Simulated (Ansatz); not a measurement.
## Ba₂SiO₄ — ¹⁷O NMR of the central transition

Cell: a Materials Project structure (computed, not necessarily an observed phase), taken as it stands.

Space group Pnma (No. 62); a = 7.5594, b = 5.8278, c = 10.2839 Å.

```csv
site,Wyckoff,site symmetry,x,y,z
Ba1,4c,.m.,0.4919,0.2500,0.8063
Ba5,4c,.m.,0.6602,0.2500,0.4149
Si,4c,.m.,0.7283,0.2500,0.0801
O13,8d,1,0.1935,0.9802,0.8491
O21,4c,.m.,0.8073,0.2500,0.9303
O25,4c,.m.,0.9873,0.7500,0.5839
```

One atom of each set is listed.

The numbers come from a DFT calculation in Ansatz (PBE, plane waves and PAW, scalar-relativistic, 420 eV cutoff, Γ-centred 3×4×2 k-points, Fermi–Dirac smearing 0.02 eV).

¹⁷O has I = 5/2 and Q = -25.58 mb (Pyykkö 2018); at 28.2 T its Larmor frequency is ν₀ = 162.8 MHz. Only the quadrupole interaction is simulated: positions count from each site's isotropic chemical shift, and J coupling is left out, as are shift anisotropy and dipolar coupling, which fast spinning averages.

Question: Simulate the second-order pattern (fast magic-angle spinning, Gaussian broadening 0.01 kHz) of site O25 (1 Si at 1.63 Å; also 4 Ba at 2.66–3.13 Å).

Answer: The calculation gives C_Q = -2.15 MHz and η = 0.14, so ν_Q = 0.322 MHz and the centre of gravity lies at -1.05 ppm (-0.171 kHz).

```csv
offset (kHz),height
-0.4440,0
-0.4304,1
-0.4167,6
-0.4031,6
-0.3895,6
-0.3759,6
-0.3623,7
-0.3487,7
-0.3351,7
-0.3215,7
-0.3078,8
-0.2942,8
-0.2806,32
-0.2670,59
-0.2534,85
-0.2398,65
-0.2262,53
-0.2125,48
-0.1989,46
-0.1853,45
-0.1717,45
-0.1581,45
-0.1445,47
-0.1309,49
-0.1173,53
-0.1036,60
-0.0900,77
-0.0764,100
-0.0628,74
-0.0492,47
-0.0356,3
-0.0220,0
```

At O25 V_zz points along its bond to Si (within 1°).

The largest force is 0.5 eV/Å, so the atoms aren't at the calculated equilibrium and relaxing them would move these values. A computed database structure should lie near equilibrium, so this entry is doubtful.
